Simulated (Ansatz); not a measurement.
Here is the system:

ZnAg:
```yaml
crystal:
  lattice:
    - [3.05465, 0.00000, 0.00000]
    - [0.00000, 3.05465, 0.00000]
    - [0.00000, 0.00000, 3.32161]
  atoms:
    - { symbol: Zn, position: [0.50000, 0.50000, 0.50000] }
    - { symbol: Ag, position: [0.00000, 0.00000, 0.00000] }
```

This is the r²SCAN-relaxed structure.

Question: All from r²SCAN (plane waves, PAW; program Ansatz), unless another level is named. Predict the density of states at the Fermi level.

Answer: 0.24 states/eV per atom (mean over ±0.08 eV).

Question: Give the formation energy from the elements (no fitted shifts).

Answer: -0.031 eV/atom.

Space group P4/mmm (L1₀ or tetragonal B2). The first step of the workflow began from a Materials Project structure, measured or hypothetical; the Crystallography Open Database copy checked does not list it. COD files the formula under space group No. 221. Its standing as an ambient phase is unchecked. The cell keeps a stress of up to 0.2 GPa. The cell was relaxed with r²SCAN under the symmetry of its start; whether a distortion lowers the energy is not shown. The run is not spin-polarised. The references are the lowest solids computed at this level, not always the standard phases. Scalar-relativistic: spin–orbit coupling is off unless named, which matters more the heavier the elements.

Potentials: the later of the program's two PAW sets.
